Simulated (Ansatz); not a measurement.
One crystal and one scan (γ-surface) at two levels, PBE (plane waves to 420 eV, PAW, scalar-relativistic; Ansatz, a quantum-chemistry and plane-wave program) and r2SCAN (plane waves to 500 eV, PAW, scalar-relativistic; Ansatz), each from its own relaxed cell and on its own mesh.

The crystal is PbSe (rock salt); the crystal slips on the {100} plane by x·a + y·b in the surface cell, no atom relaxing, γ being the energy change per area.

E is the zero-smearing estimate. PbSe was relaxed with its symmetry unable to fall. Spin-orbit coupling is left out, though Pb is heavy. The PAW data are Ansatz's earlier set. As the smearing reaches across the gap at some points, the k mesh leaves noise in γ, roughly 0.02 J/m² as judged from a few cases. Faults lie only 9.3 Å apart, and holding the cell height and the atoms raises γ above its relaxed value. Both scans cover x from 0.000 to 0.833 and y from 0.000 to 0.833.

| quantity | run 1 | run 2 |
|---|---|---|
| Lattice constant a (Å) | 6.218 | 6.178 |
| Band gap of the relaxed cell, no spin-orbit coupling (eV) | 0.44 | 0.67 |
| Highest γ on the easiest grid path from zero shift to a (an upper estimate of the barrier on so coarse a grid) (J/m²) | 0.41 | 0.43 |

Which run is which level?

Run 1 is PBE, run 2 is r2SCAN. PBE gives the higher value for: lattice constant a. PBE gives the lower value for: band gap of the relaxed cell, no spin-orbit coupling. Both give the same local minima besides zero shift: no grid point is one.

(The slope of γ gives the shear force per area between the displaced halves; near zero shift its curvature is an elastic stiffness.)
